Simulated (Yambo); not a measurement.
A free-standing HfS2 monolayer (symmetry P-3m1, slab cell 15.9 Å high), G0W0@LDA in Yambo with this input:

```
rim_cut
gw0
dyson
el_el_corr
HF_and_locXC
ppa
em1d
rim_w
RandQpts= 1000000
RandGvec= 2 Ry
CUTGeo= "slab z"
EXXRLvcs= 58 Ry
VXCRLvcs= 232 Ry
Chimod= "HARTREE"
% BndsRnXp
 2 | 97 |
%
NGsBlkXp= 6 Ry
% LongDrXp
 1.0 | 1.0 | 0.0 |
%
RandGvecW= 1000 mRy
PPAPntXp= 27.2114 eV
% GbndRnge
 1 | 97 |
%
GTermKind= "BG"
DysSolver= "n"
ExtendOut
```

On a 9×9×1 mesh, with wavefunctions cut at 58 Ry, the gap (Γ → (0, 0.444)) is 2.714 eV and the valence edge shifts by -0.705 eV.

Question: What happens with this change: 5 Ry block?

Answer: The gap falls by 0.040 eV, to 2.674 eV; the shift of the valence edge becomes -0.649 eV. Neither run is shown to be the converged limit.

Spin-orbit coupling is not included.

Geometry relaxed with LDA; primitive cell a = b = 3.562 Å, c = 15.900 Å, α = β = 90.00°, γ = 120.00°.

A shift is the quasiparticle energy of the state minus its LDA energy.
